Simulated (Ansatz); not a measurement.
SbSBr:
```
CELL_PARAMETERS angstrom
      7.98601     0.00000     0.00000
      0.00000     3.88220     0.00000
      0.00000     0.00000     9.58272
ATOMIC_POSITIONS crystal
  Sb 0.62952 0.25000 0.63335
  Sb 0.37048 0.75000 0.36665
  Sb 0.87048 0.75000 0.13335
  Sb 0.12952 0.25000 0.86665
  S  0.33305 0.25000 0.54945
  S  0.66695 0.75000 0.45055
  S  0.16695 0.75000 0.04945
  S  0.83305 0.25000 0.95055
  Br 0.01643 0.25000 0.32543
  Br 0.98357 0.75000 0.67457
  Br 0.48357 0.75000 0.82543
  Br 0.51643 0.25000 0.17457
```

Relaxed with LDA. Special points in fractions of this cell's reciprocal vectors: Γ (0.000, 0.000, 0.000); X (0.500, 0.000, 0.000); S (0.500, 0.500, 0.000); Y (0.000, 0.500, 0.000); Z (0.000, 0.000, 0.500); U (0.500, 0.000, 0.500); R (0.500, 0.500, 0.500); T (0.000, 0.500, 0.500).

Problem. List the band energies nearest the valence-band maximum at these points for the program Ansatz at the LDA level (PAW).

Solution. In eV from the valence-band maximum; about four levels below and three above (degenerate sets whole), none deeper than 8.9 eV; points with the same levels are listed once.

| k | below | above |
|---|---|---|
| Γ | -1.15 -0.48 -0.40 -0.25 | 1.63 1.94 2.54 |
| X | -0.47 -0.47 -0.22 -0.22 | 2.10 2.10 2.32 2.32 |
| S | -0.94 -0.94 -0.94 -0.94 | 2.89 2.89 2.89 2.89 |
| Y | -1.10 -1.10 -0.67 -0.67 | 2.38 2.38 3.22 3.22 |
| Z | -0.54 -0.54 -0.23 -0.23 | 1.66 1.66 2.45 2.45 |
| U | -0.49 -0.49 -0.37 -0.37 | 1.57 1.57 2.62 2.62 |
| R | -0.82 -0.82 -0.82 -0.82 | 2.79 2.79 2.79 2.79 |
| T | -1.10 -1.10 -0.17 -0.17 | 2.42 2.42 2.58 2.58 |

Space group Pnma. The first step of the workflow began from a Materials Project structure, measured or hypothetical; the Crystallography Open Database files this formula in space group No. 62, but the cells were not matched. Its standing as an ambient phase is unchecked. The LDA relaxation kept the symmetry of its start; whether a distortion lowers the energy is not shown. A crystal of weakly bound chains computed without a dispersion correction: the cell and the soft elastic constants depend strongly on that. Scalar-relativistic: spin–orbit coupling is off unless named, which matters more the heavier the elements.

Potentials: the later of the program's two PAW sets.
